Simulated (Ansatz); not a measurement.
TiW:
```xyz
2
Lattice="1.5697 -2.2532 0.0000 1.5697 2.2532 0.0000 0.0000 0.0000 4.4189" Properties=species:S:1:pos:R:3 pbc="T T T"
Ti     0.0000     0.0000     0.0000
W      1.5697     0.0000     2.2094
```

Relaxed with PBEsol. Special points in fractions of this cell's reciprocal vectors: Γ (0.000, 0.000, 0.000); Y (-0.500, 0.500, 0.000); C0 (-0.371, 0.629, 0.000); Σ0 (0.371, 0.371, 0.000); Z (0.000, 0.000, 0.500); A0 (0.371, 0.371, 0.500); E0 (-0.371, 0.629, 0.500); T (-0.500, 0.500, 0.500); S (0.000, 0.500, 0.000); R (0.000, 0.500, 0.500).

Task: List the band energies nearest the Fermi level at these points for DFT-PBEsol with spin–orbit coupling in the program Ansatz with PAW potentials.

Result: In eV from the Fermi level; about four levels below and three above (degenerate sets whole), none deeper than 8.9 eV; points with the same levels are listed once.

```
k                     below                above
--  -----------------------  -------------------
Γ   -4.15 -4.15 -1.99 -1.99  0.27 0.27 0.40 0.40
Y   -3.36 -3.36 -1.63 -1.63  1.25 1.25 3.11 3.11
C0  -1.80 -1.80 -0.22 -0.22  2.57 2.57 2.92 2.92
Z   -1.64 -1.64 -0.88 -0.88  0.21 0.21 0.44 0.44
A0  -1.25 -1.25 -0.84 -0.84  3.34 3.34 3.45 3.45
T   -1.86 -1.86 -1.26 -1.26  0.28 0.28 1.27 1.27
S   -0.71 -0.71 -0.02 -0.02  2.70 2.70 2.74 2.74
R   -2.05 -2.05 -1.04 -1.04  1.11 1.11 1.87 1.87
```

Space group Cmmm. The workflow started from a Materials Project entry (that database holds measured and hypothetical structures alike); the Crystallography Open Database copy checked does not list it. With Ti and W taken as one species the cell has the higher symmetry Im-3m, so it may be an ordered model of a mixed-site phase. Whether it is the stable phase at ambient conditions was not checked. Symmetry was held in the PBEsol relaxation; whether a distortion lowers the energy is not shown. No spin polarisation was allowed.

Potentials: the later of the program's two PAW sets.
